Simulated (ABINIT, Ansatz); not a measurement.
This is a calculation of BPd4 for Ansatz 0.2.0. The cell comes from a database or a generator and needn't be the stable form of this composition.

File input.yaml:

```yaml
crystal:
  lattice:
    - [2.8920299704, 0.0, 0.0]
    - [0.0, 4.3650077954, 0.0]
    - [0.0, 0.0, 5.856315]
  atoms:
    - { symbol: Pd, position: [0.5, 0.0, 0.197578] }
    - { symbol: Pd, position: [0.0, 0.0, 0.61947] }
    - { symbol: Pd, position: [0.0, 0.5, 0.329164] }
    - { symbol: Pd, position: [0.5, 0.5, 0.867561] }
    - { symbol: B, position: [0.5, 0.0, 0.863227] }
hamiltonian:
  xc: pbe
  pseudopotentials: { kind: paw }
kpoints:
  mp_grid: { grid: [9, 6, 5] }
scf:
  occupations: { method: fermi_dirac, width: 0.05 }
output:
  forces: true
  stress: true
  eigenvalues: true
```

Potentials or basis: Ansatz PAW.

Command:

```console
$ ansatz run input.yaml --threads 2 --pin off --max-ram 5120MiB --backend cpu --events-out ev --progress --plain --runs-dir out
```

Set up the same calculation for ABINIT 10.8.3 (patched build). Potentials or basis there: JTH PAW PBE v2.0, cutoff 599 eV.

As run (cutoffs and basis follow the program's own potentials, and thresholds, step limits or extra output files can differ):

The input run.abi:

```
# Pseudopotentials
pp_dirpath "./"
pseudos "Pd.GGA_PBE-JTH.xml, B.GGA_PBE-JTH.xml"

# Structure
structure "poscar:POSCAR"
natom 5
chkprim 0
chksymtnons 0
tolsym 1.0e-6

# Plane-wave basis
ecut 22.0
pawecutdg 44.0
pawxcdev 0
pawovlp 30

# k points
kptopt 1
ngkpt 9 6 5
nshiftk 1
shiftk 0.0 0.0 0.0

# Exchange and correlation
ixc 11

# Bands and occupations
nband 45
occopt 3
tsmear 0.00183747

# SCF cycle
nstep 100
tolvrs 1.0e-9

# Output
iomode 3
prtwf 0
prteig 0
prtebands 0
enunit 2
prtden 1
prtvha 1
prtvclmb 1
prtpot 1
```

File POSCAR:

```
BPd4
1.0
    2.8920299704      0.0000000000      0.0000000000
    0.0000000000      4.3650077954      0.0000000000
    0.0000000000      0.0000000000      5.8563150000
Pd B
4 1
Direct
    0.5000000000      0.0000000000      0.1975780000  Pd
    0.0000000000      0.0000000000      0.6194700000  Pd
    0.0000000000      0.5000000000      0.3291640000  Pd
    0.5000000000      0.5000000000      0.8675610000  Pd
    0.5000000000      0.0000000000      0.8632270000  B
```

Potentials or basis: JTH PAW PBE v2.0.

The run is started by

```console
$ abinit run.abi > log 2>&1
```

Both were run:

|  | Ansatz | ABINIT |
| --- | --- | --- |
| Pressure | -1.2 GPa | -1.3 GPa |
| Largest force | 0.271 eV/Å | 0.241 eV/Å |

Ansatz's pressure holds a Pulay term of +0.09 GPa for its cutoff of 420 eV, which the other run lacks.

Where Ansatz's input types no cutoff or centring, it takes its own default and a Γ-centred mesh.

Pressure is positive in compression.
